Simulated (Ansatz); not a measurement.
LaSi₂:
```cif
data_La2Si4
_chemical_formula_sum 'La2 Si4'
_space_group_name_H-M_alt 'P 1'
_space_group_IT_number 1
_cell_length_a 7.57350
_cell_length_b 7.57350
_cell_length_c 7.57350
_cell_angle_alpha 147.358
_cell_angle_beta 147.358
_cell_angle_gamma 46.834
loop_
_space_group_symop_operation_xyz
  'x, y, z'
loop_
_atom_site_label
_atom_site_type_symbol
_atom_site_fract_x
_atom_site_fract_y
_atom_site_fract_z
_atom_site_occupancy
La1 La 0.50000 0.50000 0.00000 1
La2 La 0.25000 0.75000 0.50000 1
Si1 Si 0.83458 0.33458 0.50000 1
Si2 Si 0.08458 0.08458 0.00000 1
Si3 Si 0.91542 0.91542 0.00000 1
Si4 Si 0.66542 0.16542 0.50000 1
```

Relaxed with PBEsol.

Task: Which orbitals make up the states near the Fermi level in PBEsol in the plane-wave PAW code Ansatz?

Result: Within 0.5 eV of the Fermi level: La 5d 34 %, Si 3p 32 %, Si 3s 14 %, La 4f 14 %, outside the projected shells 6 %. Projections are on Löwdin-orthogonalised atomic valence shells; empty p or d shells of many metals are not among them.

Task: Tabulate the density of states.

Result: States/eV per cell of 6 atoms, in 0.25 eV bins, energy from the Fermi level.

| E (eV) | total | La 4f | Si 3p | La 5d |
|---|---|---|---|---|
| -7.85 | 1.79 | 0.01 | 0.60 | 0.23 |
| -7.60 | 1.31 | 0.01 | 0.46 | 0.17 |
| -7.35 | 0.79 | 0.01 | 0.29 | 0.10 |
| -7.10 | 0.75 | 0.01 | 0.29 | 0.09 |
| -6.85 | 0.75 | 0.01 | 0.30 | 0.08 |
| -6.60 | 0.77 | 0.01 | 0.33 | 0.07 |
| -6.35 | 0.82 | 0.01 | 0.38 | 0.07 |
| -6.10 | 0.97 | 0.01 | 0.48 | 0.08 |
| -5.85 | 1.81 | 0.02 | 1.00 | 0.15 |
| -5.60 | 1.63 | 0.02 | 0.91 | 0.14 |
| -5.35 | 0.76 | 0.01 | 0.42 | 0.08 |
| -5.10 | 0.42 | 0.00 | 0.24 | 0.05 |
| -4.85 | 0.32 | 0.00 | 0.19 | 0.04 |
| -4.60 | 1.02 | 0.01 | 0.73 | 0.13 |
| -4.35 | 2.85 | 0.03 | 2.14 | 0.33 |
| -4.10 | 4.99 | 0.04 | 3.88 | 0.64 |
| -3.85 | 4.54 | 0.05 | 3.57 | 0.58 |
| -3.60 | 1.90 | 0.03 | 1.48 | 0.23 |
| -3.35 | 2.31 | 0.02 | 1.52 | 0.42 |
| -3.10 | 2.95 | 0.03 | 1.93 | 0.55 |
| -2.85 | 2.15 | 0.03 | 1.46 | 0.39 |
| -2.60 | 1.94 | 0.03 | 1.28 | 0.43 |
| -2.35 | 2.76 | 0.04 | 1.62 | 0.86 |
| -2.10 | 6.71 | 0.09 | 3.82 | 2.31 |
| -1.85 | 7.03 | 0.10 | 3.79 | 2.57 |
| -1.60 | 3.01 | 0.09 | 1.29 | 1.41 |
| -1.35 | 1.69 | 0.07 | 0.71 | 0.79 |
| -1.10 | 1.29 | 0.07 | 0.50 | 0.58 |
| -0.85 | 1.82 | 0.11 | 0.56 | 0.80 |
| -0.60 | 1.94 | 0.15 | 0.61 | 0.76 |
| -0.35 | 2.54 | 0.25 | 0.86 | 0.91 |
| -0.10 | 3.29 | 0.40 | 1.08 | 1.06 |
| 0.15 | 3.15 | 0.46 | 0.97 | 1.04 |
| 0.40 | 3.17 | 0.57 | 0.93 | 1.05 |
| 0.65 | 3.89 | 0.86 | 1.03 | 1.27 |
| 0.90 | 5.08 | 1.42 | 1.19 | 1.52 |
| 1.15 | 4.62 | 1.62 | 0.98 | 1.31 |
| 1.40 | 4.88 | 2.05 | 0.79 | 1.38 |
| 1.65 | 6.97 | 3.78 | 0.70 | 1.65 |
| 1.90 | 10.97 | 7.85 | 0.67 | 1.47 |
| 2.15 | 16.06 | 13.71 | 0.47 | 1.16 |

Space group I4_1/amd. The workflow started from a Materials Project entry (that database holds measured and hypothetical structures alike); the Crystallography Open Database files this formula in space group No. 141, but the cells were not matched. Whether it is the stable phase at ambient conditions was not checked. Symmetry was held in the PBEsol relaxation; its stability against distortions is not shown here. Spin–orbit coupling is left out wherever it is not named.

Potentials: the later of the program's two PAW sets.
